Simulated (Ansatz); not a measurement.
A plane-wave DFT run in Ansatz 0.2.0 (scalar-relativistic PAW potentials unless the input names others): input and command.

```yaml
crystal:
  lattice:
    - [2.98611099, 0.0, 0.0]
    - [0.0, 2.98611099, 0.0]
    - [0.0, 0.0, 2.98611099]
  atoms:
    - { symbol: Ti, position: [0.0, 0.0, 0.0] }
    - { symbol: Co, position: [0.5, 0.5, 0.5], spin: 0.4 }
basis:
  ecutwfc: 420
kpoints:
  mp_grid: { grid: [9, 9, 9] }
hamiltonian:
  xc: pbesol
  hubbard: { sites: [{ species: Co, l: d, u_eff: 5.0 }], double_counting: fll }
scf:
  occupations: { method: gaussian, width: 0.15 }
output:
  forces: true
  eigenvalues: true
  stress: true
magnetization:
  spin_polarized: true
```

```bash
ansatz run input.yaml --threads 1 --pin off --max-ram 2560MiB --backend cpu --events-out ev --progress --plain --runs-dir out
```

Abridged log:
```
Basis set: ecut = 420 eV, 485 PW (Γ), exchange–correlation on 40×40×40 points (8 copies of the dense FFT grid, shifted against one another)
Bands: 19, of which v1, the nominal top of the filled ones, is band 15 counted from 1 (14 counted from 0)
Symmetry: 48 space group operations
k-points: 35 of 729
SCF iter   1: F=—  HF=-7565.681701 eV  |F-HF|=—  |Δ(HF+E_count)|=         —  Δρ=1.46e-1 (↑1.17e-1 ↓1.46e-1) dr2=2.04e1  dr2_m=7.84e-2  M=0.105 μB ∫|m|=0.209 μB  β_m=0.30  ethr=3.10e-3  ⟨swp⟩=3.8  Hψ=4998  notcnv=0
SCF iter   2: F=—  HF=-7564.500108 eV  |F-HF|=—  |Δ(HF+E_count)|=    1.18e0  Δρ=1.38e-1 (↑7.52e-2 ↓1.38e-1) dr2=6.32e0  dr2_m=2.64e-1  M=0.603 μB ∫|m|=0.676 μB  β_m=1.00  ethr=3.10e-3  ⟨swp⟩=2.9  Hψ=3352  notcnv=0  defer=29
SCF iter   3: F=—  HF=-7563.824696 eV  |F-HF|=—  |Δ(HF+E_count)|=   6.75e-1  Δρ=1.56e-2 (↑1.47e-2 ↓1.56e-2) dr2=3.23e-1  dr2_m=1.82e-3  M=0.581 μB ∫|m|=0.698 μB  β_m=1.00  ethr=3.10e-3  ⟨swp⟩=2.2  Hψ=3133  notcnv=0  defer=5
SCF iter   4: F=—  HF=-7563.912793 eV  |F-HF|=—  |Δ(HF+E_count)|=   8.81e-2  Δρ=4.24e-2 (↑1.30e-2 ↓4.24e-2) dr2=3.20e-1  dr2_m=1.33e-1  M=0.800 μB ∫|m|=0.948 μB  β_m=1.00  ethr=1.11e-3  ⟨swp⟩=2.1  Hψ=2131  notcnv=0  defer=6
SCF iter   5: F=—  HF=-7564.049564 eV  |F-HF|=—  |Δ(HF+E_count)|=   1.37e-1  Δρ=2.33e-2 (↑2.33e-2 ↓1.64e-2) dr2=4.44e-1  dr2_m=7.63e-3  M=0.841 μB ∫|m|=1.011 μB  β_m=1.00  ethr=1.10e-3  ⟨swp⟩=2.2  Hψ=2366  notcnv=0  defer=6
SCF iter   6: F=—  HF=-7564.133033 eV  |F-HF|=—  |Δ(HF+E_count)|=   8.35e-2  Δρ=2.51e-2 (↑9.63e-3 ↓2.51e-2) dr2=8.86e-2  dr2_m=6.92e-2  M=0.903 μB ∫|m|=1.221 μB  β_m=1.00  ethr=1.10e-3  ⟨swp⟩=2.0  Hψ=2138  notcnv=0  defer=7
SCF iter   7: F=—  HF=-7564.228933 eV  |F-HF|=—  |Δ(HF+E_count)|=   9.59e-2  Δρ=1.20e-2 (↑8.07e-3 ↓1.20e-2) dr2=4.19e-3  dr2_m=2.43e-2  M=0.926 μB ∫|m|=1.379 μB  β_m=1.00  ethr=3.06e-4  ⟨swp⟩=2.0  Hψ=1927  notcnv=0  defer=7
SCF iter   8: F=—  HF=-7564.330243 eV  |F-HF|=—  |Δ(HF+E_count)|=   1.01e-1  Δρ=1.34e-2 (↑5.73e-3 ↓1.34e-2) dr2=1.73e-2  dr2_m=2.18e-2  M=0.937 μB ∫|m|=1.541 μB  β_m=0.30  ethr=1.44e-5  ⟨swp⟩=1.8  Hψ=1992  notcnv=0  defer=6
Mixer restart at iter 8: flushing history
spin-set hold released at iteration 8 (site moments contracting): the magnetisation degrees of freedom join the quasi-Newton model from the next iteration; the mixer history was flushed
   ...
SCF iter  12: F=—  HF=-7564.651205 eV  |F-HF|=—  |Δ(HF+E_count)|=   8.06e-2  Δρ=7.80e-3 (↑7.80e-3 ↓7.52e-3) dr2=1.27e-2  dr2_m=1.15e-2  M=0.999 μB ∫|m|=2.072 μB  β_m=0.46  ethr=1.44e-5  ⟨swp⟩=2.0  Hψ=2793  notcnv=0  defer=9
SCF iter  13: F=—  HF=-7564.713192 eV  |F-HF|=—  |Δ(HF+E_count)|=   6.20e-2  Δρ=1.56e-2 (↑9.84e-3 ↓1.56e-2) dr2=6.12e-3  dr2_m=3.87e-2  M=1.059 μB ∫|m|=2.526 μB  β_m=0.67  ethr=1.44e-5  ⟨swp⟩=2.8  Hψ=3315  notcnv=0  defer=14
SCF iter  14: F=—  HF=-7564.742681 eV  |F-HF|=—  |Δ(HF+E_count)|=   2.95e-2  Δρ=2.28e-3 (↑2.28e-3 ↓2.24e-3) dr2=4.93e-4  dr2_m=1.14e-3  M=1.059 μB ∫|m|=2.404 μB  β_m=0.84  ethr=1.44e-5  ⟨swp⟩=2.2  Hψ=2424  notcnv=0  defer=17
SCF iter  15: F=—  HF=-7564.743621 eV  |F-HF|=—  |Δ(HF+E_count)|=   9.40e-4  Δρ=8.99e-4 (↑8.99e-4 ↓6.11e-4) dr2=9.45e-5  dr2_m=1.26e-4  M=1.062 μB ∫|m|=2.382 μB  β_m=0.91  ethr=1.70e-6  ⟨swp⟩=1.9  Hψ=1697  notcnv=0  defer=17
SCF iter  16: F=—  HF=-7564.743707 eV  |F-HF|=—  |Δ(HF+E_count)|=   8.62e-5  Δρ=3.45e-4 (↑3.45e-4 ↓1.32e-4) dr2=1.69e-5  dr2_m=1.23e-5  M=1.063 μB ∫|m|=2.375 μB  β_m=0.96  ethr=3.26e-7  ⟨swp⟩=2.0  Hψ=1630  notcnv=0  defer=20
SCF iter  17: F=—  HF=-7564.743713 eV  |F-HF|=—  |Δ(HF+E_count)|=   5.63e-6  Δρ=1.02e-4 (↑7.72e-5 ↓1.02e-4) dr2=8.40e-8  dr2_m=1.95e-6  M=1.062 μB ∫|m|=2.373 μB  β_m=0.90  ethr=3.45e-10  ⟨swp⟩=5.0  Hψ=5786  notcnv=0
SCF iter  18: F=-7564.743714 eV  HF=-7564.743714 eV  |F-HF|=1.39e-8  |Δ(HF+E_count)|=   1.25e-6  Δρ=1.39e-5 (↑1.13e-5 ↓1.39e-5) dr2=2.75e-9  dr2_m=3.84e-8  M=1.062 μB ∫|m|=2.372 μB  β_m=0.94  ethr=2.90e-10  ⟨swp⟩=5.3  Hψ=5517  notcnv=0
SCF iter  19: F=-7564.743714 eV  HF=-7564.743714 eV  |F-HF|=6.60e-10  |Δ(HF+E_count)|=   2.62e-8  Δρ=1.87e-6 (↑1.03e-6 ↓1.87e-6) dr2=7.69e-10  dr2_m=2.29e-10  M=1.062 μB ∫|m|=2.372 μB  ethr=9.48e-12  ⟨swp⟩=1.5  Hψ=3916  notcnv=0
SCF 1 converged in 19 iterations: F = -7564.743714 eV  dr2 = 7.69e-10
SCF converged after 19 iterations
Magnetization: 1.0622 μB (15.0311 up, 13.9689 down)
Absolute magnetization: 2.3715 μB (∫|ρ↑−ρ↓|, with the PAW one-centre terms)
Spin contamination: 0.5340 ħ² per cell (⟨S²⟩ above its minimum at these occupations)
Per-site moments (μB) at R_I (Å): [(-0.40316563, 1.06674479), (1.70248979, 1.06674479)]
Free energy (F): -7564.743714 eV
Harris-Foulkes:  -7564.743714 eV  (|F-HF|=6.60e-10)
Internal energy: -7564.726598 eV  (E = F + TS)
E sigma→0 (E₀):  -7564.735156 eV
Entropy (-TS):   -0.017116 eV (-8.558 meV/atom)
Fermi energy:    16.368565 eV
--- Forces (eV/Å), atoms counted from 1 ---
  atom   1  Ti     0.00000000     0.00000000     0.00000000
  atom   2  Co     0.00000000     0.00000000     0.00000000
--- Stress (GPa, compression-positive) ---
        7.712427       0.000000       0.000000
        0.000000       7.712427       0.000000
        0.000000       0.000000       7.712427
  P = ⅓ Tr σ = 7.7124 GPa (77.124 kbar)
Occupation matrices written to <dir>
```

Apart from outputs and empty bands, the input differs from a reference run on usual settings in hamiltonian.hubbard: not typed → {"sites": [{"species": "Co", "l": "d", "u_eff": 5.0}], "double_counting": "fll"}; kpoints.mp_grid.grid: [18, 18, 18] → [9, 9, 9]. The reference, at the same geometry (not necessarily relaxed), gave pressure -7.63 GPa, largest force 0.000 eV/Å, no gap on the mesh. This run converged in 19 SCF iterations (reference: 12) with an energy at zero smearing 1.5 eV/atom above the reference's (the Hamiltonian itself differs), pressure 7.71 GPa, largest force 0.000 eV/Å, no gap on the mesh. Its k mesh is looser than usual. The Hamiltonian differs as well, so the change in the result can't be put down to that alone.

The run took 3.8 s on 1 thread of Intel(R) Xeon(R) 6975P-C (Granite Rapids), on a shared host, peak memory 0.37 GiB.